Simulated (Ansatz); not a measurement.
AlN:
```cif
data_AlN
_chemical_formula_sum 'Al1 N1'
_space_group_name_H-M_alt 'P 1'
_space_group_IT_number 1
_cell_length_a 2.85503
_cell_length_b 2.85503
_cell_length_c 2.85503
_cell_angle_alpha 60.000
_cell_angle_beta 60.000
_cell_angle_gamma 60.000
loop_
_space_group_symop_operation_xyz
  'x, y, z'
loop_
_atom_site_label
_atom_site_type_symbol
_atom_site_fract_x
_atom_site_fract_y
_atom_site_fract_z
_atom_site_occupancy
Al1 Al 0.00000 0.00000 0.00000 1
N1 N 0.50000 0.50000 0.50000 1
```

Relaxed with r²SCAN. Independent-particle spectrum: no excitons, no local fields, no scissors shift; 0.1 eV broadening; ε₁ of the summed bands alone.

**Question.** Tabulate the dielectric function from the program Ansatz at the r²SCAN level (PAW).

**Answer.** 

```csv
E (eV),ε₁ xx,ε₂ xx
0.0,4.64,0.00
0.3,4.64,0.00
0.6,4.65,0.00
0.9,4.66,0.00
1.2,4.68,0.00
1.5,4.71,0.00
1.8,4.75,0.00
2.1,4.79,0.00
2.4,4.83,0.00
2.7,4.89,0.00
3.0,4.95,0.00
3.3,5.03,0.00
3.6,5.12,0.00
3.9,5.21,0.00
4.2,5.33,0.00
4.5,5.46,0.00
4.8,5.61,0.00
5.1,5.78,0.00
5.4,5.99,0.00
5.7,6.24,0.00
6.0,6.54,0.00
6.3,6.93,0.00
6.6,7.52,0.16
6.9,7.91,0.42
7.2,8.42,0.58
7.5,9.13,0.73
7.8,10.26,0.92
8.1,12.92,2.06
8.4,12.62,5.71
8.7,12.40,7.33
9.0,11.98,9.99
9.3,10.17,12.13
9.6,8.60,14.16
9.9,4.01,18.94
10.2,-3.13,13.64
10.5,-3.31,10.09
10.8,-2.95,7.32
11.1,-2.04,5.77
11.4,-0.90,4.71
11.7,0.60,5.23
12.0,0.10,6.22
```

**Question.** From ε at 8.0 eV (xx: 11.77 + 1.20i), find n, k, the normal reflectivity and the absorption coefficient.

**Answer.** n = 3.43, k = 0.175, R = 30 %, α = 2kE/ħc = 140000 cm⁻¹.

With all bands, ε∞ without local fields is 4.71.

Space group Fm-3m (rock salt). This is a known high-pressure phase of the composition, computed here at zero pressure and temperature. Symmetry was held in the r²SCAN relaxation; whether a distortion lowers the energy is not shown. The volume moved by -17 % from the start of the relaxation.

Potentials: the later of the program's two PAW sets.
